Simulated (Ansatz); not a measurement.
Several inputs for PbSe with Cs replacing Pb

Cell: a supercell of PbSe (rock salt type, Fm-3m) built from an entry of the Crystallography Open Database (COD), with all atoms left at the host's positions.

Space group Fm-3m (No. 225); a = 18.3639 Å.

```
site  Wyckoff  site symmetry       x       y       z
  Cs       4a           m-3m  0.0000  0.0000  0.0000
 Pb2      48h           m.m2  0.1667  0.1667  0.0000
 Pb5      32f            .3m  0.3333  0.1667  0.1667
Pb15      24e           4m.m  0.5000  0.5000  0.3333
Se28      32f            .3m  0.1667  0.1667  0.1667
Se30      24e           4m.m  0.5000  0.5000  0.1667
Se32      48i           m.m2  0.5000  0.3333  0.3333
Se41       4b           m-3m  0.5000  0.5000  0.5000
```

One atom of each set is listed; the run and its k-mesh use a cell of 54 atoms with edges of 12.99, 12.99, 12.99 Å.

Reference run. Computed with Ansatz: DFT, PBE, plane waves and PAW, scalar-relativistic, 420 eV cutoff, Γ-centred 2×2×2 k-points, Fermi–Dirac smearing 0.01 eV, cell charge -1.

It gives V_zz (10²¹ V/m²) Se30 -11.17 (η 0.00), Pb15 -7.34 (η 0.00), among others. Each of these runs changes the input as listed (caps on SCF iterations aside):

A. kpoints.mp_grid: mp_grid → mp_gri
B. kpoints.mp_grid.shift: not typed → [0.5, 0.5, 0.5]; hamiltonian.xc: pbe → r2scan

Question: How does each run end, and how far do the gradients move?

Answer: 

```json
{"run": "A", "Se30 V_zz (η)": "–", "Pb15 V_zz (η)": "–", "largest change of a gradient tensor, all atoms": "–", "note": "refused: unknown field `mp_gri`"}
{"run": "B", "Se30 V_zz (η)": "-10.94 (0.01)", "Pb15 V_zz (η)": "-8.22 (0.09)", "largest change of a gradient tensor, all atoms": "0.91", "note": "converged; another functional; cutoff taken 500 eV; the mesh lowers the symmetry"}
```

Run B moves a gradient tensor by up to 0.91, on Pb5 (V_zz from -0.068 to -0.89); against its own size the tensor moves most on Pb2 among sites above 0.3 (by 0.83, V_zz from 2.01 to 2.60). Run A holds a misspelt key.

Run B changes kpoints.mp_grid.shift, hamiltonian.xc together, so the table can't tell their shares apart.

On the reference run: The defect repeats with the cell of 54 atoms, so it feels its images: sites between two images don't show the values beside a lone defect, and zeros or small values of η there can come from the images' arrangement. A uniform background compensates the cell's charge. Spin–orbit coupling is left out, which shifts gradients on Pb by a few per cent in wide-gap crystals, and can shift them far more where the calculated gap is small or absent, as here. With a gap of 0.5 eV on this mesh, small gradients can still move by 0.1 × 10²¹ V/m² or more as the k-mesh gets denser. The neighbours have not yet relaxed around the defect (largest force 1.2 eV/Å), so a real crystal will differ.
